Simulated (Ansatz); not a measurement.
Here is an unrelaxed guess for Al4Cu.

```cif
data_structure
_symmetry_space_group_name_H-M 'P-6m2'
_symmetry_Int_Tables_number 187
_cell_length_a 2.6518
_cell_length_b 2.6518
_cell_length_c 24.7150
_cell_angle_alpha 90.000
_cell_angle_beta 90.000
_cell_angle_gamma 120.000
_cell_volume 150.51
loop_
_atom_site_label
_atom_site_type_symbol
_atom_site_symmetry_multiplicity
_atom_site_Wyckoff_symbol
_atom_site_fract_x
_atom_site_fract_y
_atom_site_fract_z
_atom_site_occupancy
Al1 Al 2 h 0.33333 0.66667 0.90000 1
Al2 Al 2 h 0.33333 0.66667 0.30000 1
Al3 Al 1 d 0.33333 0.66667 0.50000 1
Al4 Al 1 e 0.66667 0.33333 0.00000 1
Al5 Al 2 i 0.66667 0.33333 0.20000 1
Cu1 Cu 2 i 0.66667 0.33333 0.40000 1
```

Method: DFT PBE, scalar-relativistic, plane waves, PAW (Ansatz). Cutoff 420 eV; k points 6×6×1 on the computed 10-atom cell (Γ-centred); Gaussian smearing, width 0.10 eV; no spin polarisation.

Formation energies are uncorrected and refer to the elements' standard structures at the same level.

Problem. How far from equilibrium is it?

Solution. The pressure is 5.3 GPa (the mean over three directions, positive in compression), the largest force is 0.51 eV/Å, and the energy is +0.11 eV/atom against the elements. The shortest distance is 2.65 Å.

Problem. Is it a good guess?

Solution. A fair one: relaxing gains about 0.13 eV/atom (the start's value is from the coarse mesh, so the gain is rough) in 15 ionic steps and ends at −0.02 eV/atom on the finer mesh. The symmetry stays P-6m2 (No. 187). The volume per atom grows by 2.9 %, from 15.1 to 15.5 Å³. The shortest distance goes from 2.65 Å (Al–Al and Cu–Cu) to 2.59 Å (Al–Cu). The ratio c/a of the conventional cell changes by a factor of 0.85. Conventional cell: a = 2.824 Å, c = 22.431 Å. Al on a site of symmetry 3m is surrounded by 12 Al at 2.82–2.90 Å; Al on a second site of symmetry 3m has 3 Cu at 2.62 Å and 9 Al at 2.82–2.88 Å; Cu is surrounded by 6 Al at 2.59–2.62 Å and 6 Cu at 2.82 Å; 3 more sites not described.

The last run used an 18×18×2 mesh (in the run's order of axes) for its 10-atom cell and Gaussian smearing of 0.10 eV. The k mesh leaves some 4 meV/atom of noise in the energy of each metallic cell. The relaxation can't lower the symmetry of the start, and the grade says only how near the guess is to its own end. A structure relaxed within its symmetry needn't be a true minimum. Another cell of Al4Cu relaxed alike, in I4/mmm, lies 52 meV/atom lower, so this cell isn't the stable form at this level.
